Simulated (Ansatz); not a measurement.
Problem. Each is relaxed and computed with r²SCAN (plane waves, PAW; program Ansatz). Which alone has a direct gap?
A. BeTe, zinc blende
B. MgS, rock salt
C. TePb, rock salt
D. CuTe2I, P2_1/c (Cu on 4e, Te on 4e, Te on 4e, I on 4e)

Solution. C, TePb, rock salt. TePb: gap 1.09 eV (direct); CuTe2I: gap 0.95 eV (indirect); BeTe: gap 2.38 eV (indirect); MgS: gap 3.46 eV (indirect). Standing as an ambient phase not checked: CuTe2I, P2_1/c (Cu on 4e, Te on 4e, Te on 4e, I on 4e). Weakly bound layers, chains or molecules computed without a dispersion correction, so cells and soft constants are ill determined: CuTe2I, P2_1/c (Cu on 4e, Te on 4e, Te on 4e, I on 4e). All cells were relaxed under the symmetry of their starts (and spin orders); stability against distortions was not tested throughout. Rows with no word on spin ran without spin polarisation. Spin–orbit coupling is left out wherever it is not named.

Potentials: the later of the program's two PAW sets.
